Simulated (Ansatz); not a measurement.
In$_{2}$Si$_{2}$O$_{7}$ (space group C2/m)

```xyz
11
Lattice="3.2827 -4.2785 0.0000 3.2827 4.2785 0.0000 -1.0162 0.0000 4.5749" Properties=species:S:1:pos:R:3 pbc="T T T"
In     3.2827     1.6511     0.0000
In     3.2827    -1.6511     0.0000
Si     1.0457     0.0000     1.8785
Si     4.5036     0.0000     2.6964
O      4.2192    -1.3466     3.5721
O      1.3301     1.3466     1.0028
O      1.3301    -1.3466     1.0028
O      4.2192     1.3466     3.5721
O     -0.5081     0.0000     2.2875
O      3.6988     0.0000     1.2887
O      1.8505     0.0000     3.2862
```

The numbers are results of LDA (plane waves to 420 eV, PAW, scalar-relativistic; Ansatz, an electronic-structure program), not measurements. Harmonic phonons by density-functional perturbation theory on a 6×6×6 k mesh, in cm⁻¹; i marks imaginary ones, q is in fractions of the reciprocal vectors of the cell shown, and the three acoustic modes at Γ are left out. The non-analytic (LO-TO) term is not included, so polar modes at Γ have their transverse values. In2Si2O7 was relaxed with its symmetry unable to fall.

Problem. Does any mode at Γ come out imaginary?

Solution. No imaginary mode at these points (lowest 111 cm⁻¹ at Γ); other wave vectors were not tested.

Problem. List the wavenumbers at Γ, with degeneracies.

Solution. 
| q | wavenumbers (cm⁻¹) |
|---|---|
| Γ | 111, 133, 137, 174, 175, 188, 205, 211, 263, 306, 336, 358, 364, 390, 442, 451, 453, 468, 476, 510, 517, 564, 668, 832, 872, 908, 925, 938, 954, 1148 |
